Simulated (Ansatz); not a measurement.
This Mg2CrC2 structure is the end of a relaxation. The cell was found from a structure generator's guess, not taken from experiment.

All numbers below come from Ansatz 0.2.0, DFT PBE, scalar-relativistic, plane waves, PAW. Cutoff 420 eV, Γ-centred mesh, Gaussian smearing, collinear spin.

```cif
data_structure
_symmetry_space_group_name_H-M 'P 1'
_symmetry_Int_Tables_number 1
_cell_length_a 5.0128
_cell_length_b 5.0128
_cell_length_c 5.0128
_cell_angle_alpha 131.376
_cell_angle_beta 131.376
_cell_angle_gamma 71.217
_cell_volume 69.43
loop_
_atom_site_label
_atom_site_type_symbol
_atom_site_fract_x
_atom_site_fract_y
_atom_site_fract_z
_atom_site_occupancy
Mg1 Mg 0.66849 0.66849 0.00000 1
Mg2 Mg 0.33151 0.33151 0.00000 1
Cr1 Cr 0.00000 0.00000 0.00000 1
C1 C 0.75000 0.25000 0.50000 1
C2 C 0.25000 0.75000 0.50000 1
```

The zero of energy is the elements' standard structures at the same level; no fitted shifts are applied.

Task: What space group does it have?

Result: I4/mmm (No. 139). Conventional cell: a = 4.128 Å, c = 8.151 Å. Mg is surrounded by 4 C at 2.17 Å and 1 Cr at 2.70 Å; Cr has 2 Mg at 2.70 Å and 8 C at 2.90 Å; around C lie 4 Mg at 2.17 Å, 4 Cr at 2.90 Å and 4 C at 2.92 Å.

Task: How far does it lie from the elements in energy?

Result: +1.43 eV/atom. The separate elements lie lower, so it is unstable against them.

Task: Is it a metal?

Result: Yes, bands cross the Fermi level on the 12×12×12 mesh.

Task: Which magnetic moments does it keep?

Result: 0.68 μB per atom net, the space between the atoms included; by site: Cr 3.6; C -0.2 (×2) μB.

The last run used collinear spin, a 12×12×12 mesh for its 5-atom cell and Gaussian smearing of 0.10 eV. The reference form of C is held partly by dispersion forces, which this level lacks. The magnetic state reached may not be the lowest. A structure relaxed within its symmetry needn't be a true minimum.
